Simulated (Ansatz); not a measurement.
# TiO (P6_3/mmc): electronic heat capacity and spin susceptibility from the density of states

Computed with Ansatz 0.2.0, DFT PBEsol, scalar-relativistic, plane waves, PAW.

Cutoff 420 eV; k points 18×18×8 on the computed 4-atom cell (Γ-centred); Gaussian smearing, width 0.10 eV; no spin polarisation.

Relaxed cell: P6_3/mmc, a = 2.819 Å, b = 2.819 Å, c = 5.456 Å, α = 90.00°, β = 90.00°, γ = 120.00°, 4 atoms in the primitive cell. This form isn't the usual stable structure of the compound.

The density of states at the Fermi level is 0.418 states/eV in the cell of 4 atoms (2 formula units; both spins, tetrahedra on a 27×27×12 mesh).

Task: What Sommerfeld coefficient and Pauli susceptibility does this give?

Result: Per formula unit N(E_F) = 0.209 states/eV. γ = (π²/3) k_B² N(E_F) N_A = 2.357 mJ/(mol K²) per state/eV, so γ = 0.5 mJ/(mol K²), a mole of formula units. χ_P = μ_B² N(E_F) N_A = 3.23×10⁻⁵ emu/mol per state/eV gives 0.7×10⁻⁵ emu/mol. This is the bare band result: a measured γ of the same phase is as a rule larger by a factor 1 + λ from phonons and spin fluctuations, the spin part of χ is larger by the Stoner factor, and a measured χ also holds orbital and core terms. N(E_F) at one energy is sensitive to the mesh where the density of states has sharp peaks.

Spin polarisation was left out, and a magnetic state may lie lower.

A ferromagnetic start lost its moments in a first run, so spin was left out; other magnetic orders weren't tried.

Cost: 1 run of about 0.48 core-minutes, on Intel Xeon 6975P-C (Granite Rapids) (shared hosts).